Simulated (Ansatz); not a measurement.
Relaxed-ion elastic tensor of GaIr3N (anti-perovskite, Pm-3m) in GPa (Voigt order), plane-wave PAW PBEsol (Ansatz code); density 16.55 g/cm³, 13.25 Å³ per atom.

```
 375   221   221   0.0   0.0   0.0
 221   375   221   0.0   0.0   0.0
 221   221   375   0.0   0.0   0.0
 0.0   0.0   0.0  22.0   0.0   0.0
 0.0   0.0   0.0   0.0  22.0   0.0
 0.0   0.0   0.0   0.0   0.0  22.0
```

Problem. Is the crystal mechanically stable?

Solution. Yes: the smallest eigenvalue of C is 22.0 GPa.

Problem. Work out the Voigt, Reuss and Hill averages.

Solution. K_V = 273, K_R = 273, K_H = 273; G_V = 43.9, G_R = 30.8, G_H = 37.4 GPa.

Problem. Give Young's modulus, Poisson's ratio, Pugh's ratio and the universal anisotropy index.

Solution. E = 9KG/(3K + G) = 107 GPa; ν = 0.43; K/G = 7.30 (ductile by the Pugh limit of 1.75); A_U = 5G_V/G_R + K_V/K_R − 6 = 2.14.

Problem. Estimate the sound speeds and the Debye temperature.

Solution. v_l = √((K + 4G/3)/ρ) = 4410 m/s, v_t = √(G/ρ) = 1500 m/s, mean 1710 m/s; Θ = (h/k)(3n/4πV)^(1/3) v_m = 215 K.

Problem. Give the Zener ratio and Young's modulus along [100], [110] and [111].

Solution. A = 2C44/(C11 − C12) = 0.29; 1/E = S11 − 2(S11 − S12 − S44/2)Γ with Γ = 0, 1/4, 1/3 gives 211, 77.8, 64.2 GPa.

Problem. Solve the Christoffel equation for the three sound speeds along [100], [110], [111].

Solution. Eigenvalues of C_ijkl n_j n_l equal ρv². In km/s, slowest first: [100] 1.15, 1.15, 4.76; [110] 1.15, 2.15, 4.40; [111] 1.88, 1.88, 4.27.

The start of the workflow was typed in or built on a structure type; neither database checked (COD, Materials Project) lists it. Whether it is the stable phase at ambient conditions was not checked. Symmetry was held in the PBEsol relaxation. At this level the phase is dynamically unstable (imaginary phonons). The workflow began spin-polarised and lost its moments. The volume moved by 17 % from the start of the relaxation. Its formation energy is positive at this level, so the cell may be metastable or incomplete. As this level gives no gap, shear constants depend on the k-mesh and smearing (Fermi–Dirac, 0.1 eV here). Spin–orbit coupling is left out wherever it is not named.

Potentials: the earlier of the program's two PAW sets. The files were generated under PBE; for other functionals the program regenerates the frozen cores, and for LDA and PBEsol the local potential too.
